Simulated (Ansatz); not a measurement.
TlBr (CsCl type) was relaxed and computed twice in Ansatz (plane waves, PAW), once with LDA and once with PBE.

|  | run 1 | run 2 |
|---|---|---|
| cell | a = 4.053 Å, b = 4.053 Å, c = 4.053 Å, α = 90.00°, β = 90.00°, γ = 90.00° | a = 3.839 Å, b = 3.839 Å, c = 3.839 Å, α = 90.00°, β = 90.00°, γ = 90.00° |
| gap (eV) | 1.99 | 1.36 |
| ΔH_f (eV/atom) | -0.84 | -0.75 |
| B₀ by P(V) fit (GPa) | 19.7 | 33.5 |
| electron conductivity mass (mₑ) | 0.22 | 0.15 |

Problem. Which run used which functional?

Solution. Run 1 is PBE, run 2 is LDA.

All cells were relaxed under the symmetry of their starts (and spin orders); stability against distortions was not tested throughout. Scalar-relativistic: spin–orbit coupling is off unless named, which matters more the heavier the elements.

Potentials: the later of the program's two PAW sets.

Ansatz (a quantum-chemistry and plane-wave program) is a plane-wave DFT program.

Formation energies count from the lowest solids of the elements computed at the same level, not from gases.
